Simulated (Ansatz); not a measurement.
The start is a relaxed Nb cell displaced along its unstable phonon at q = (½, 0, 0) of its primitive reciprocal cell (130i cm⁻¹), largest move 0.15 Å. The cell and all atomic positions are relaxed at zero pressure with r2SCAN (plane waves to 500 eV, PAW, scalar-relativistic; Ansatz, a first-principles code). The first steps use a coarse 6×12×12 k-mesh.

The start:
```
CELL_PARAMETERS angstrom
      5.41810     0.00000     0.00000
      0.00000     2.70905     0.00000
      0.00000     0.00000     2.70905
ATOMIC_POSITIONS crystal
  Nb 0.00000 0.00000 0.94463
  Nb 0.50000 0.00000 0.05537
```

**Question.** Which atoms feel the largest initial force, and how large is it?

**Answer.** 0.72 eV/Å, on Nb1, Nb2 (atoms numbered as listed).

**Question.** How much energy is released per atom?

**Answer.** 0.34 eV/atom.

**Question.** How does the volume change?

**Answer.** -3.3 %, from 19.88 to 19.23 Å³/atom.

**Question.** How do the shortest distances between atoms change?

**Answer.** The closest pairs of elements (up to four, under 3.6 Å), start → end: Nb–Nb 2.71 → 2.71 Å.

**Question.** Is the relaxed structure metallic? Give its gap.

**Answer.** Zero (metallic).

**Question.** Give the final cell and atomic positions.

**Answer.** 
```cif
data_Nb
_chemical_formula_sum 'Nb1'
_space_group_name_H-M_alt 'P6/mmm'
_space_group_IT_number 191
_space_group_name_Hall '-P 6 2'
_cell_length_a 2.86039
_cell_length_b 2.86039
_cell_length_c 2.71348
_cell_angle_alpha 90.000
_cell_angle_beta 90.000
_cell_angle_gamma 120.000
loop_
_atom_site_label
_atom_site_type_symbol
_atom_site_symmetry_multiplicity
_atom_site_Wyckoff_symbol
_atom_site_fract_x
_atom_site_fract_y
_atom_site_fract_z
_atom_site_occupancy
Nb1 Nb 1 a 0.00000 0.00000 0.00000 1
```

Final values are on a 19×19×17 k-mesh of the relaxed cell. No spin polarisation in the result.

The run could not lose the symmetry of its start, so the end can be a saddle point.

The relaxed structure here is a generated cell of Nb: the first start was made by placing the elements on the sites of a structure type, and the end was not matched to a known phase here, so it may be hypothetical. Known forms of Nb include space group No. 229.
